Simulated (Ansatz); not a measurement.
# Ni: converged, but where?

Ni is taken as a measured crystal structure (space group Fm-3m, primitive cell doubled), 2 atoms in the cell. The computed pressure is over 10 GPa in size, so the cell is far from the computed equilibrium volume. Source: COD entry 9013034, which need not be the ambient phase.

The calculation used DFT, PBE, PAW, plane waves, scalar-relativistic in Ansatz development build ahead of 0.2.0.

```yaml
crystal:
  lattice:
    - [0.0, 1.8075, 1.8075]
    - [1.8075, 0.0, 1.8075]
    - [3.615, 3.615, 0.0]
  atoms:
    - { symbol: Ni, position: [0.0, 0.0, 0.0], spin: 0.06 }
    - { symbol: Ni, position: [0.0, 0.0, 0.5], spin: 0.06 }
magnetization:
  spin_polarized: true
hamiltonian:
  xc: pbe
  pseudopotentials: { kind: paw }
basis:
  ecutwfc: 420
kpoints:
  mp_grid: { grid: [14, 14, 7] }
scf:
  occupations: { method: fermi_dirac, width: 0.1 }
  lower_state_search: "off"
output:
  forces: true
  stress: true
```

Time: 20 s on 2 threads of x86-64 server CPU (shared host), peak memory 0.4 GiB.

The end of the output:

```
SCF converged after 22 iterations
an eigenvalue changed by more than its tolerance at an iteration that met the thresholds in force, so the SCF went on 1 time: the last check found none over its tolerance
Magnetization: 1.3184 μB (18.6592 up, 17.3408 down)
Absolute magnetization: 1.5213 μB (∫|ρ↑−ρ↓|, with the PAW one-centre terms)
Spin contamination: 0.0173 ħ² per cell (⟨S²⟩ above its minimum at these occupations)
Per-site moments (μB) at R_I (Å): [(0.7014, 1.0544), (0.7014, 1.0544)]
Free energy (F): -11679.416598 eV
Harris-Foulkes:  -11679.416598 eV  (|F-HF|=0.00e0)
Internal energy: -11679.297351 eV  (E = F + TS)
E sigma→0 (E₀):  -11679.356974 eV
Entropy (-TS):   -0.119247 eV (-59.624 meV/atom)
Fermi energy:    16.380948 eV
--- Forces (eV/Å), atoms counted from 1 ---
  atom   1  Ni     0.00000000     0.00000000    -0.00000000
  atom   2  Ni     0.00000000     0.00000000    -0.00000000
--- Stress (GPa, compression-positive) ---
      -12.749838      -0.000001       0.000001
       -0.000001     -12.749838       0.000001
        0.000001       0.000001     -12.749838
  P = ⅓ Tr σ = -12.7498 GPa (-127.498 kbar)
```

Site moments are taken inside atomic spheres and don't add up to the total.

Problem. Would you trust this as the ground state? If a lower solution is known, describe it.

Solution. As far as the runs go, yes: it is the lowest of 2 states reached by 13 converged runs, and the next lies 38.9 meV/atom higher (non-magnetic (no spin polarisation), no gap on the k-mesh). That doesn't prove a ground state. This multiple of the primitive cell fits some opposed orders; other multiples fit others. Only collinear orders within this cell were tried; the true ground state may need a larger cell.
